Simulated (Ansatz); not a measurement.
CoTaS2:
Space group P-3m1 (No. 164); a = b = 3.3053 Å, c = 5.7063 Å, α = β = 90.00°, γ = 120.00°

| atom | site | symmetry | x | y | z |
|---|---|---|---|---|---|
| S | 2d | 3m. | 0.3333 | 0.6667 | 0.2804 |
| Ta | 1a | -3m. | 0.0000 | 0.0000 | 0.0000 |
| Co | 1b | -3m. | 0.0000 | 0.0000 | 0.5000 |

Relaxed with PBE+D3(BJ).

Decompose the optical modes at the zone centre into irreducible representations, and say which are infrared and Raman allowed.

Point group -3m: Γ_opt = A1g + 2A2u + Eg + 2Eu. Infrared: A2u, Eu. Raman: A1g, Eg.

Assign frequencies (DFPT, PBE+D3(BJ) in the plane-wave PAW code Ansatz).

Eu 110, A2u 147, Eu 315, A2u 317, Eg 324, A1g 389 cm⁻¹.

A made-up cell: these elements were put on the sites of a structure type; neither database checked (COD, Materials Project) lists it. Its standing as an ambient phase is unchecked. The cell was relaxed with PBE+D3(BJ) under the symmetry of its start; of distortions, only those at the zone centre were tested. The workflow began spin-polarised and lost its moments. As this level gives no gap, phonon frequencies hold no LO–TO term and depend on the k-mesh and smearing (Fermi–Dirac, 0.1 eV here). Spin–orbit coupling is left out wherever it is not named.

Potentials: the later of the program's two PAW sets.
